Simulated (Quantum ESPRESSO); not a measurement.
# Kohn-Sham bands of Ni3Sn (Fm-3m)

```xyz
4
Lattice="0.0000 2.9323 2.9323 2.9323 0.0000 2.9323 2.9323 2.9323 0.0000" Properties=species:S:1:pos:R:3 pbc="T T T"
Ni     2.9323     2.9323     2.9323
Ni     1.4662     1.4662     1.4662
Ni    -1.4662    -1.4662    -1.4662
Sn     0.0000     0.0000     0.0000
```

Structure: Materials Project mp-11523, symmetrised, not relaxed again. COD (Crystallography Open Database) has the formula in 3 space groups, this one among them (matched by group alone). Method: PBEsol plane waves in Quantum ESPRESSO 7.5 (PseudoDojo norm-conserving files, 79 Ry, spinors with spin-orbit coupling), Bloch states on a 4×4×4 mesh through Γ, Wannier90 4.0.1. Density: 12×12×12 mesh, cold smearing 0.01 Ry. A non-magnetic state is assumed; magnetic ones were not tried.

Energies are relative to the Fermi level; weights are on the orthonormalised atomic waves of the pseudopotential files, averaged over the group. 68 electrons a cell are treated as valence.

Q: Into which isolated groups do the bands fall, where do they lie and what are they made of?

A: 
| bands | from (eV) | to (eV) | filling | weight on atomic waves |
|---|---|---|---|---|
| 1–4 | -102.68 | -102.67 | filled | Ni 3s 98 % |
| 5–6 | -102.41 | -102.41 | filled | Ni 3s 99 % |
| 7–10 | -64.69 | -64.68 | filled | Ni 3p 100 % |
| 11–12 | -64.41 | -64.41 | filled | Ni 3p 100 % |
| 13–20 | -62.50 | -62.48 | filled | Ni 3p 100 % |
| 21–24 | -62.22 | -62.21 | filled | Ni 3p 100 % |
| 25–28 | -21.85 | -21.84 | filled | Sn 4d 100 % |
| 29–34 | -20.85 | -20.79 | filled | Sn 4d 100 % |
| 35–36 | -11.43 | -8.24 | filled | Sn 5s 56 %, Ni 4s 32 %, Ni 3d 6 % |

No gap over 0.05 eV opens at the Fermi level at this level of theory.
